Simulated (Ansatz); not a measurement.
## Al$_{17}$FeN$_{18}$: course of a relaxation

All numbers below come from Ansatz, DFT PBE, scalar-relativistic, plane waves, PAW. Settings: 420 eV cutoff, 2×2×2 k-mesh, shifted by half a step, Gaussian smearing of 0.01 eV, collinear spin.

What was changed: Fe on a Al site (Wyckoff letter b), charge +0, atoms relaxed at the host's cell.

In a supercell of 36 atoms the defect feels its periodic images.

Command:

```bash
ansatz run input.yaml --threads 4 --pin off --max-ram 8192MiB --backend cpu --events-out ev --progress --plain --runs-dir out
```

Input:

```yaml
crystal:
  lattice:
    - [4.6953126305, -2.7108400111, -5.0180433215]
    - [-4.6953126305, -2.7108400111, -5.0180433215]
    - [0.0, 5.4216800223, -5.0180433215]
  atoms:
    - { symbol: Fe, position: [0.2841679936, 0.2701630972, 0.9303843273], spin: 4.0 }
    - { symbol: Al, position: [0.9446997025, 0.2780330358, 0.2780330358] }
    - { symbol: Al, position: [0.6113663692, 0.9446997025, 0.9446997025] }
    - { symbol: Al, position: [0.6113663692, 0.2780330358, 0.6113663692] }
    - { symbol: Al, position: [0.2780330358, 0.9446997025, 0.2780330358] }
    - { symbol: Al, position: [0.9446997025, 0.6113663692, 0.9446997025] }
    - { symbol: Al, position: [0.9446997025, 0.9446997025, 0.6113663692] }
    - { symbol: Al, position: [0.6113663692, 0.6113663692, 0.2780330358] }
    - { symbol: Al, position: [0.2780330358, 0.6113663692, 0.6113663692] }
    - { symbol: Al, position: [0.8891441469, 0.2224774803, 0.8891441469] }
    - { symbol: Al, position: [0.5558108136, 0.2224774803, 0.2224774803] }
    - { symbol: Al, position: [0.2224774803, 0.8891441469, 0.8891441469] }
    - { symbol: Al, position: [0.2224774803, 0.2224774803, 0.5558108136] }
    - { symbol: Al, position: [0.8891441469, 0.8891441469, 0.2224774803] }
    - { symbol: Al, position: [0.5558108136, 0.5558108136, 0.8891441469] }
    - { symbol: Al, position: [0.5558108136, 0.8891441469, 0.5558108136] }
    - { symbol: Al, position: [0.2224774803, 0.5558108136, 0.2224774803] }
    - { symbol: Al, position: [0.8891441469, 0.5558108136, 0.5558108136] }
    - { symbol: "N", position: [0.1695271872, 0.1328290635, 0.8112288769] }
    - { symbol: "N", position: [0.8175225197, 0.1508558531, 0.1508558531] }
    - { symbol: "N", position: [0.4841891864, 0.8175225197, 0.8175225197] }
    - { symbol: "N", position: [0.4841891864, 0.1508558531, 0.4841891864] }
    - { symbol: "N", position: [0.1508558531, 0.8175225197, 0.1508558531] }
    - { symbol: "N", position: [0.8175225197, 0.4841891864, 0.8175225197] }
    - { symbol: "N", position: [0.8175225197, 0.8175225197, 0.4841891864] }
    - { symbol: "N", position: [0.4841891864, 0.4841891864, 0.1508558531] }
    - { symbol: "N", position: [0.1508558531, 0.4841891864, 0.4841891864] }
    - { symbol: "N", position: [0.0877722489, 0.4428387758, 0.1069736367] }
    - { symbol: "N", position: [0.7619669642, 0.4286336308, 0.4286336308] }
    - { symbol: "N", position: [0.4332031397, 0.0938256615, 0.0893066115] }
    - { symbol: "N", position: [0.4323262175, 0.4322607001, 0.7642962709] }
    - { symbol: "N", position: [0.0953002975, 0.0953002975, 0.4286336308] }
    - { symbol: "N", position: [0.7619669642, 0.7619669642, 0.0953002975] }
    - { symbol: "N", position: [0.7619669642, 0.0953002975, 0.7619669642] }
    - { symbol: "N", position: [0.4286336308, 0.7619669642, 0.4286336308] }
    - { symbol: "N", position: [0.0953002975, 0.7619669642, 0.7619669642] }
  host:
    lattice:
      - [3.1302084203, 0.0, 0.0]
      - [-1.5651042102, 2.7108400111, 0.0]
      - [0.0, 0.0, 5.0180433215]
    atoms:
      - { symbol: Al, position: [0.6666666667, 0.3333333333, 0.4992342258] }
      - { symbol: Al, position: [0.3333333333, 0.6666666667, 0.9992342258] }
      - { symbol: "N", position: [0.6666666667, 0.3333333333, 0.8807657742] }
      - { symbol: "N", position: [0.3333333333, 0.6666666667, 0.3807657742] }
basis:
  ecutwfc: 420
  xc_grid: 2
kpoints:
  mp_grid: { grid: [2, 2, 2], shift: [0.5, 0.5, 0.5] }
hamiltonian:
  xc: pbe
scf:
  occupations: { method: gaussian, width: 0.01 }
output:
  forces: true
  stress: false
  eigenvalues: true
  populations: true
  charged_corrections:
    defect_position: [0.27803304, 0.27803304, 0.9446997]
    epsilon: [[8.2949, 0.0, 0.0], [0.0, 8.2949, 0.0], [0.0, 0.0, 9.8367]]
magnetization:
  spin_polarized: true
relax:
  adjacent_minimum: "off"
  f_tol: 0.025
  max_steps: 45
```

F is the free energy.

Steps:

```
step F − F(1) (eV) largest force component (eV/Å)
   1         0.0000                           3.116
   2        -0.4300                           1.751
   3        -0.6403                           0.051
   4        -0.6403                           0.052
   5        -0.6411                           0.006
```

Relaxed structure:

```xyz
36
Lattice="4.6953 -2.7108 -5.0180 -4.6953 -2.7108 -5.0180 0.0000 5.4217 -5.0180" Properties=species:S:1:pos:R:3 pbc="T T T"
Fe    0.0046    3.6112   -7.5277
Al    3.1339   -1.8043   -7.5284
Al   -1.5550    0.8981  -12.5462
Al    1.5745    0.8968   -7.5284
Al   -3.1250   -1.8044   -7.5282
Al    1.5643    0.8983  -12.5465
Al    0.0046   -1.8103  -12.5535
Al    0.0046   -1.8102   -7.5387
Al   -1.5652    0.8969   -7.5286
Al    3.1258    1.8094  -10.0317
Al    1.5711   -0.9060   -5.0342
Al   -3.1168    1.8092  -10.0318
Al    0.0045    1.7937   -5.0138
Al    0.0045   -3.6183  -10.0388
Al    0.0047    1.8022  -10.0526
Al   -1.5614   -0.9064  -10.0390
Al   -1.5619   -0.9057   -5.0343
Al    1.5705   -0.9063  -10.0391
N     0.0045    3.6113   -5.5542
N     3.1360   -1.8124   -5.6188
N    -1.5630    0.9004  -10.6367
N     1.5684    0.9025   -5.6190
N    -3.1269   -1.8123   -5.6186
N     1.5722    0.9004  -10.6371
N     0.0046   -1.8103  -10.6346
N     0.0045   -1.8104   -5.6231
N    -1.5593    0.9026   -5.6191
N    -1.6089   -0.8787   -3.1307
N     1.5718   -0.9055   -8.1258
N     1.6182   -0.8787   -3.1302
N     0.0046    1.7482   -8.1488
N     0.0046    1.8010   -3.1016
N     0.0045   -3.6200   -8.1254
N     3.1321    1.8058   -8.1196
N    -1.5627   -0.9056   -8.1256
N    -3.1229    1.8057   -8.1198
```

The run converged. Time: 93 s on 4 threads of Intel(R) Xeon(R) Processor @ 2.70GHz (shared host), peak memory 1.3 GiB.